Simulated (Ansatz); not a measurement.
AlBO3:
```
CELL_PARAMETERS angstrom
      2.23766     1.29191     4.57911
     -2.23766     1.29191     4.57911
      0.00000    -2.58383     4.57911
ATOMIC_POSITIONS crystal
  Al 0.50000 0.50000 0.50000
  Al 0.00000 0.00000 0.00000
  B  0.75000 0.75000 0.75000
  B  0.25000 0.25000 0.25000
  O  0.75000 0.44126 0.05874
  O  0.25000 0.55874 0.94126
  O  0.05874 0.75000 0.44126
  O  0.94126 0.25000 0.55874
  O  0.44126 0.05874 0.75000
  O  0.55874 0.94126 0.25000
```

Relaxed with PBEsol. The program Ansatz at the PBEsol level (PAW) gives a gap of 5.80 eV.

Question: What gap does HSE06 give on the same cell (Ansatz, PAW)?

Answer: 7.91 eV, 2.11 eV more. The hybrid was solved on a coarser mesh and at special points; its gap is the smallest among all of these.

```json
[
 {"k": "Γ", "v1 PBEsol": "0.00", "c1 PBEsol": "6.05", "v1 HSE06": "?", "c1 HSE06": "?"},
 {"k": "T", "v1 PBEsol": "-0.66", "c1 PBEsol": "6.38", "v1 HSE06": "?", "c1 HSE06": "?"},
 {"k": "L", "v1 PBEsol": "-0.29", "c1 PBEsol": "6.79", "v1 HSE06": "-0.31", "c1 HSE06": "8.94"},
 {"k": "F", "v1 PBEsol": "-0.50", "c1 PBEsol": "6.75", "v1 HSE06": "?", "c1 HSE06": "?"},
 {"k": "S0", "v1 PBEsol": "-0.29", "c1 PBEsol": "7.09", "v1 HSE06": "?", "c1 HSE06": "?"},
 {"k": "H0", "v1 PBEsol": "-0.47", "c1 PBEsol": "7.13", "v1 HSE06": "-0.49", "c1 HSE06": "9.30"}
]
```

Question: Top valence (v1) and lowest conduction level (c1) in eV from each method's valence maximum (which need not be a listed point): supply the withheld HSE06 values.

Answer: 
- S0, v1 HSE06: -0.32
- S0, c1 HSE06: 9.27
- F, v1 HSE06: -0.54
- F, c1 HSE06: 8.89
- T, v1 HSE06: -0.68
- T, c1 HSE06: 8.53
- Γ, v1 HSE06: 0.00
- Γ, c1 HSE06: 8.16

Cost on shared cores: the PBEsol run (SCF on a 8×8×8 mesh, then bands and DOS) about 60 core-seconds (a rough figure), the HSE06 run (SCF on 5×5×5, then a few points) roughly 7 core-minutes; the tasks are unlike.

Space group R-3c. The workflow started from a Materials Project entry (that database holds measured and hypothetical structures alike); the Crystallography Open Database files this formula in space group No. 167, but the cells were not matched. Whether it is the stable phase at ambient conditions was not checked. The cell was relaxed with PBEsol under the symmetry of its start; phonons on a q-mesh show no instability.

Potentials: the later of the program's two PAW sets.
